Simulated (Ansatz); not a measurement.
Starting cell, AlN (zinc blende):

```yaml
crystal:
  lattice:
    - [0.00000, 4.40253, 4.40253]
    - [2.20127, 2.20127, 4.40253]
    - [2.20127, 2.20127, 0.00000]
  atoms:
    - { symbol: N, position: [0.00000, 0.75000, 0.75000] }
    - { symbol: N, position: [0.50000, 0.75000, 0.75000] }
    - { symbol: Al, position: [0.00000, 0.00000, 0.00000] }
    - { symbol: Al, position: [0.50000, 0.00000, 0.00000] }
```

The atoms are displaced by Q × the pattern below (from a DFPT mode at X = (0.5, 0.5, 0.0), largest move 1; Q in Å), at fixed cell. (q is in reciprocal vectors of the primitive cell; the cell shown is doubled to hold the pattern.)

```csv
atom,x,y,z
Al3,0.000,0.000,-1.000
Al4,0.000,0.000,1.000
```

Atoms not listed stay in place.

All values below come from PBE (plane waves to 420 eV, PAW, scalar-relativistic; Ansatz, a quantum-chemistry and plane-wave program). k mesh 13×13×13 (Γ-centred), Fermi-Dirac smearing 0.05 eV. The energy includes the smearing's −TS. As the smearing reaches across the gap at some points, energies and forces of such displacements shift with the k mesh and the smearing. AlN was relaxed with its symmetry unable to fall. The PAW data are Ansatz's earlier set. The zero of ΔE is the undisplaced structure. The last digit holds for this mesh only.

```
Q (Å)    ΔE (meV/cell)
-------  -------------
-0.2800       withheld
-0.2333         1704.6
-0.1867         1108.7
-0.1400          631.1
-0.0933          282.8
-0.0467           71.1
0.0000             0.0
0.0467            71.1
0.0933           282.8
0.1400           631.1
0.1867          1108.7
0.2333          1704.6
0.2800        withheld
```

Q: Fit an even polynomial form (powers 2, 4) to the given rows and predict ΔE at Q = -0.2800.

A: Least squares on the 11 given rows: ΔE = (32690)·Q² + (-25230)·Q⁴, in meV/cell with Q in Å; root-mean-square residual 0.10 meV/cell. At -0.2800 the fit gives 2407.8 meV/cell; the calculation gives 2398.3 meV/cell, so the extrapolation is off by 9.5 (+0.4 %). The quadratic term alone would give 2562.9 meV/cell.

(A displaced cell: forces are minus the slopes of the energy, force constants its curvatures, and phonons follow from these.)
